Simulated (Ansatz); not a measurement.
**Al2O3 — experiment and calculation at the nuclei**

**What was measured.**

“Ab initio 27Al NMR chemical shifts and quadrupolar parameters for Al2O3 phases and their precursors”, 2011, arXiv:1110.0231 quotes: |C_Q| of Al-27 2.38 MHz.

Cell of run 1: a Materials Project structure (computed, not necessarily an observed phase), taken as it stands.

Space group R-3c:H (No. 167); a = 4.8050, c = 13.1163 Å, γ = 120.00°.

```
site  Wyckoff  site symmetry       x       y       z
  Al      12c             3.  0.0000  0.0000  0.1479
   O      18e             .2  0.0272  0.6667  0.9167
```

One atom of each set is listed; the run and its k-mesh use a cell of 10 atoms with edges of 5.18, 5.18, 5.18 Å.

All runs are DFT with Ansatz 0.2.0 (plane waves and PAW, scalar-relativistic unless spin–orbit coupling is named, Γ-centred meshes, Fermi–Dirac smearing) in this cell.

Run 1: PBE, atoms as given; 420 eV, 5×5×5 k-points, smearing 0.02 eV.

Al-27: I = 5/2, Q = 146.6 mb (Pyykkö 2018). C_Q = eQV_zz/h.

Question: What do the runs give for these quantities, and how close do they come?

Answer: 

```
      quantity  unit  measured  run 1
|C_Q| of Al-27   MHz      2.38   1.90
```

For the |C_Q| of Al-27, the calculation misses by -20 %.

The cell is a computed one and can differ from the measured cell by some per cent in volume. The runs hold the atoms at rest, while the measurements include thermal motion.
